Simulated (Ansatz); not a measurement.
Consider the following.

WC (rock salt, Fm-3m), a = 4.322 Å, b = 4.322 Å, c = 4.322 Å, α = 90.00°, β = 90.00°, γ = 90.00°; the cell used has 2 atoms.

This is the LDA-relaxed structure.

Question: All from the program Ansatz at the LDA level (PAW), unless another level is named. Estimate the electronic character.

Answer: metallic (no gap).

Question: What about the density of states at the Fermi level?

Answer: 0.53 states/eV per atom (mean over ±0.08 eV).

Question: Next, the formation energy from the elements (no fitted shifts)?

Answer: 0.20 eV/atom.

The workflow started from a Materials Project entry (that database holds measured and hypothetical structures alike); the Crystallography Open Database copy checked does not list it. It is not the phase usual at ambient conditions (space group No. 187). The cell was relaxed with LDA under the symmetry of its start; of distortions, only those at the zone centre were tested. No spin polarisation was allowed. Its formation energy is positive at this level, so the cell may be metastable or incomplete. The references are the lowest solids computed at this level, not always the standard phases. Scalar-relativistic: spin–orbit coupling is off unless named, which matters more the heavier the elements.

Potentials: the later of the program's two PAW sets.
